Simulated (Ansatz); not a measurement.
CoPtO2 in space group R-3m (No. 166; Pt on 3a, Co on 3b, O on 6c) at seven volumes, DFT-PBE in the program Ansatz with PAW potentials, shape and atoms relaxed at each. One row is withheld.

| V (Å³/atom) | P (GPa) |
|---|---|
| 9.574 | 26.88 |
| 9.889 | 16.31 |
| 10.205 | ? |
| 10.520 | -0.02 |
| 10.836 | -6.25 |
| 11.152 | -11.43 |
| 11.467 | -15.75 |

Question: Fit the shown pressures and predict the withheld one.

Answer: P = (3/2)B₀(x^(7/2) − x^(5/2))[1 + (3/4)(B′ − 4)(x − 1)] with x = (V₀/V)^(2/3). Least squares on the six rows gives V₀ = 10.519 Å³/atom, B₀ = 226 GPa, B′ = 4.95. At V = 10.205, x = 1.0204 and P = 7.38 GPa. The run itself gave 7.43 GPa.

Symmetry was held in the PBE relaxation. The workflow began spin-polarised and lost its moments. No Hubbard U is applied. Spin–orbit coupling is left out wherever it is not named.

Potentials: the later of the program's two PAW sets.
